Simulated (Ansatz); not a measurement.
**PbSe with Mg replacing Pb: gradients before and after relaxing the atoms**

Start: a supercell of PbSe (rock salt type, Fm-3m) built from a structure deposited in the COD, with all atoms left at the host's positions.

Space group Fm-3m (No. 225); a = 18.3639 Å.

```
site  Wyckoff  site symmetry       x       y       z
  Mg       4a           m-3m  0.0000  0.0000  0.0000
 Pb2      48h           m.m2  0.1667  0.1667  0.0000
 Pb5      32f            .3m  0.3333  0.1667  0.1667
Pb15      24e           4m.m  0.5000  0.5000  0.3333
Se28      32f            .3m  0.1667  0.1667  0.1667
Se30      24e           4m.m  0.5000  0.5000  0.1667
Se32      48i           m.m2  0.5000  0.3333  0.3333
Se41       4b           m-3m  0.5000  0.5000  0.5000
```

One atom of each set is listed; the run and its k-mesh use a cell of 54 atoms with edges of 12.99, 12.99, 12.99 Å.

Method: Kohn–Sham DFT in Ansatz, PBE, plane waves and PAW, scalar-relativistic, 420 eV cutoff, Γ-centred 2×2×2 k-points, Fermi–Dirac smearing 0.01 eV.

The largest force at the start is 0.67 eV/Å. Relaxing the ions at fixed cell moves them by 0.212 Å at most (atom 34, Se) and 0.073 Å rms.

```json
{"site": "Mg", "moved (Å)": "0.000", "first shell before": "6 Se at 3.06 Å", "first shell after": "6 Se at 2.85 Å", "V_zz before (10²¹ V/m²)": "0.00", "η before": "–"}
{"site": "Pb2", "moved (Å)": "0.031", "first shell before": "6 Se at 3.06 Å", "first shell after": "6 Se at 3.04–3.09 Å", "V_zz before (10²¹ V/m²)": "0.62", "η before": "0.75"}
{"site": "Pb5", "moved (Å)": "0.001", "first shell before": "6 Se at 3.06 Å", "first shell after": "6 Se at 3.06 Å", "V_zz before (10²¹ V/m²)": "0.035", "η before": "0.00"}
{"site": "Pb15", "moved (Å)": "0.036", "first shell before": "6 Se at 3.06 Å", "first shell after": "6 Se at 3.05–3.24 Å", "V_zz before (10²¹ V/m²)": "3.22", "η before": "0.00"}
{"site": "Se28", "moved (Å)": "0.004", "first shell before": "6 Pb at 3.06 Å", "first shell after": "6 Pb at 3.06 Å", "V_zz before (10²¹ V/m²)": "0.021", "η before": "0.00"}
{"site": "Se30", "moved (Å)": "0.212", "first shell before": "5 Pb at 3.06 Å, 1 Mg at 3.06 Å", "first shell after": "1 Mg at 2.85 Å, 5 Pb at 3.04–3.24 Å", "V_zz before (10²¹ V/m²)": "-0.29", "η before": "0.00"}
{"site": "Se32", "moved (Å)": "0.009", "first shell before": "6 Pb at 3.06 Å", "first shell after": "6 Pb at 3.05–3.09 Å", "V_zz before (10²¹ V/m²)": "-0.094", "η before": "0.54"}
```

**Question.** What are V_zz and η after the relaxation?

**Answer.** 

| site | V_zz after | η after | change of V_zz |
| --- | --- | --- | --- |
| Mg | 0.00 | – | 0.00 |
| Pb2 | 1.21 | 0.07 | – |
| Pb5 | -0.026 | 0.00 | -0.06 |
| Pb15 | 10.52 | 0.00 | +7.30 |
| Se28 | 0.40 | 0.00 | +0.38 |
| Se30 | -3.67 | 0.00 | -3.38 |
| Se32 | -0.94 | 0.91 | -0.85 |

The largest change of V_zz along a kept axis is on Pb15, from 3.22 to 10.52. Small gradients that grow severalfold: Se30 (-0.29 to -3.67). V_zz changes sign on Pb5 (same axis). On Pb2 the largest principal value lies along another axis in the second run, so the two V_zz can't be compared directly. Other sites without a gradient aren't listed.

The defect repeats with the cell of 54 atoms, so it feels its images: sites between two images don't show the values beside a lone defect, and zeros or small values of η there can come from the images' arrangement. Spin–orbit coupling is left out, which shifts gradients on Pb by a few per cent in wide-gap crystals, and can shift them far more where the calculated gap is small or absent, as here. With a gap of 0.4 eV on this mesh, small gradients can still move by 0.1 × 10²¹ V/m² or more as the k-mesh gets denser.
Before: The neighbours have not yet relaxed around the defect (largest force 0.67 eV/Å), so a real crystal will differ.
After: The relaxation keeps the site symmetry m-3m of the start, so the impurity can't leave its site; a start off the site could end lower.
